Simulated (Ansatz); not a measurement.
SnO₂ (rutile, space group No. 136), PBE (plane waves, PAW; program Ansatz), all energies at zero smearing, with the estimated change up to a 700 eV cutoff added, with one set of potentials and settings (totals compare only within such a set). Cell of 6 atoms (2 Sn, 4 O): -14318.007 eV.

| element | reference phase | E (eV/atom) |
|---|---|---|
| Sn | Fd-3m, 2 atoms in the cell | -6024.2128 |
| O | C2/m, 4 atoms in the cell, spin-polarised | -565.0000 |

Formation energy per atom, worked out: (-14318.007 − 2×(-6024.2128) − 4×(-565.0000))/6 = -1.597 eV/atom (-154 kJ per mol of atoms), at 0 K, without zero-point energy or fitted corrections.

Space group P4_2/mnm (rutile). The cell was relaxed with PBE under the symmetry of its start. The references are the lowest solids computed at this level, not always the standard phases (solids in place of the gases). Spin–orbit coupling is left out wherever it is not named.

Potentials: the later of the program's two PAW sets.
